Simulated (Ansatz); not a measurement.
What DFT gives for ZrSi$_{2}$

```xyz
6
Lattice="3.7111 0.0000 0.0000 1.8555 -7.2874 0.0000 0.0000 0.0000 -3.6612" Properties=species:S:1:pos:R:3 pbc="T T T"
Zr    1.8555   -5.7425   -2.7459
Zr    3.7111   -1.5449   -0.9153
Si    3.7111   -3.6437   -2.7459
Si    1.8555   -3.6437   -0.9153
Si    1.8555   -2.1134   -2.7459
Si    3.7111   -5.1741   -0.9153
```

Single point in Ansatz 0.2.0 with r2SCAN, no spin polarisation. Cutoff 500 eV, PAW datasets, 8×8×8 Γ-centred k mesh, fermi-dirac filling (width 0.017 eV).

- Stress: The pressure is 11.2 GPa (compression positive), so with the atoms held at these fractions the cell would first expand; the forces are large, so a full relaxation may end otherwise. The principal stresses 5.5, 13.0, 15.0 GPa differ, so its shape would change too.
- Charges: Bader charges in e: Zr +1.14, Si -0.87 to -0.27. In the mean Zr gives up most and Si takes most.
- Forces: The largest is on Si6 (and as large on other atoms): 2.68 eV/Å, components (0.00, -2.68, 0.00). It makes 130° with the line to a nearest neighbour, Si3 at 2.39 Å.
- At the Fermi level: It is a metal, with about 3.5 states/eV a cell as the mean within 0.25 eV of the Fermi level, mostly Zr d (52 %) and Si p (25 %).
- Formation energy: 0.18 eV an atom against the elements' usual phases (free molecules for gases, crystals otherwise, with no correction for O₂ or N₂), so at this geometry it isn't bound against them. Relaxing would lower it.

Origin: a database entry at a rescaled volume. Caveats: forces this large suggest misplaced atoms in the database entry; atoms or cell far from equilibrium.
